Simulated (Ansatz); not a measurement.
SrNbNO₂ in space group P4/mmm (No. 123; Sr on 1a, Nb on 1d, N on 1c, O on 2e) under volume change, DFT-LDA in the program Ansatz with PAW potentials, shape and atoms relaxed at each volume.

| V (Å³/atom) | E − E(relaxed) (meV/atom) | P (GPa) |
|---|---|---|
| 11.614 | 79.6 | 24.08 |
| 11.997 | [?] | [?] |
| 12.380 | 7.9 | 6.80 |
| 12.763 | 0.0 | 0.00 |
| 13.146 | [?] | [?] |
| 13.528 | 27.0 | -10.74 |
| 13.911 | 57.8 | -14.94 |

Task: Fill in the missing entries.

Result: 
- 13.146, E − E(relaxed) (meV/atom): 7.1
- 13.146, P (GPa): -5.80
- 11.997, E − E(relaxed) (meV/atom): 33.5
- 11.997, P (GPa): 14.76

Task: What does a third-order Birch–Murnaghan fit give for V₀, B₀ and B′?

Result: V₀ = 12.76 Å³/atom, B₀ = 209 GPa, B′ = 4.3.

The first step of the workflow began from a Materials Project structure, measured or hypothetical; the Crystallography Open Database copy checked does not list it. With N and O taken as one species the cell has the higher symmetry Pm-3m, so it may be an ordered model of a mixed-site phase. Its standing as an ambient phase is unchecked. The cell was relaxed with LDA under the symmetry of its start. At this level the phase is dynamically unstable (imaginary phonons). No spin polarisation was allowed.

Potentials: the later of the program's two PAW sets.
